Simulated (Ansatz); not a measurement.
For a tunnel junction or a leaky gate film, the slowest evanescent state at the electrodes' Fermi level sets the resistance.

SiO2 (P3₂21, hP9) serves as the reference. The Fermi level is put at mid-gap. Of the planes computed for each crystal, the one with the slowest decay is listed. Wanted: the thickness for 8 decades of attenuation, and how many decades a 1.5 nm film gains over the reference.

Where the numbers come from (Ansatz, a plane-wave PAW program, with an older set of its potentials): plane, in the cell as filed, gap, decay constant k, slowest state: r²SCAN, complex band structure, on cells taken as filed or relaxed beforehand.

Not checked to be the ambient phase: SrTiO3 (I4/mcm, tI20); ZnS (6H polytype). Spin–orbit coupling is left out unless named; no shift is given for SrTiO3 (I4/mcm, tI20).

| crystal | plane, in the cell as filed | gap on the mesh (eV) | k at mid-gap (1/Å) | planes computed | slowest state |
|---|---|---|---|---|---|
| SrTiO3 (I4/mcm, tI20) | (100) | 2.33 | 0.252 | 3 | at Γ |
| ZnS (6H polytype) | (100) | 2.73 | 0.180 | 2 | at Γ |
| SiO2 (P3₂21, hP9), reference | (110) | 6.60 | 0.503 | 1 | at Γ |
| SiO2 (P3₁21, hP9) | (110) | 6.61 | 0.503 | 1 | at Γ |

Model: decades per nm = 2k × 10 Å/ln 10 = 8.686 k; thickness = 8/(decades per nm); extra decades of a 1.5 nm film = 1.5 × (row − reference).

**Question.** From the table, find decades per nm, thickness and decades beyond the reference for ZnS (6H polytype).

**Answer.** 
- decades per nm: 8.686 × 0.180 = 1.563
- thickness: 8/1.563 = 5.12 nm
- decades beyond the reference: 1.5 × (1.563 − 4.369) = −4.2

**Question.** Put the candidates in order of decades per nm, highest first.

**Answer.** The same steps for every row:

| crystal | decades per nm | thickness (nm) | decades beyond the reference |
|---|---|---|---|
| SrTiO3 (I4/mcm, tI20) | 2.189 | 3.65 | −3.3 |
| ZnS (6H polytype) | 1.563 | 5.12 | −4.2 |
| SiO2 (P3₂21, hP9), reference | 4.369 | 1.83 | 0.0 |
| SiO2 (P3₁21, hP9) | 4.369 | 1.83 | 0.0 |

In order of decades per nm, highest first: SiO2 (P3₂21, hP9) (4.369 ± 0.26) ≈ SiO2 (P3₁21, hP9) (4.369 ± 0.26), SrTiO3 (I4/mcm, tI20) (2.189 ± 0.13), ZnS (6H polytype) (1.563 ± 0.094). The ± follows from allowances picked for this note (decay constant k 6 %), carried to first order and added in quadrature; ≈ joins neighbours closer than their two ± added in quadrature. 0 of the 3 others clearly beat the reference on this figure.

The gaps are the functional's own, as a rule smaller than measured ones, and k shrinks with them; planes not computed could decay more slowly; interface matching and symmetry filtering by the electrodes are not included. Where several phases of a formula are at hand, those over 0.1 eV/atom above the lowest were not drawn (by r²SCAN where it compared them, else by the largest value; a layered or molecular lowest phase counts only with a dispersion term); other phases could lie lower still. Crystals of Pb, Bi, Tl or Hg, those whose gap spin–orbit coupling moves by over 0.3 eV, and those of Te, I or Sb with no such test at hand were not drawn. Rows were sampled with a lean to familiar crystals, related or not, whatever their agreement with measurement; tables with many equal figures were not kept. Limits of the draw: gap over 1 eV, no layered crystals, primitive or conventional cells alone; no unfamiliar magnets, and cubic perovskites only if shown or known to be stable. As a rule kept out of such tables: 4f compounds, open-shell compounds run without a Hubbard term, cells found unstable in the tests at hand, cells close to a higher symmetry, and runs set to a pressure or over 12 % in volume from the crystal's fullest run.
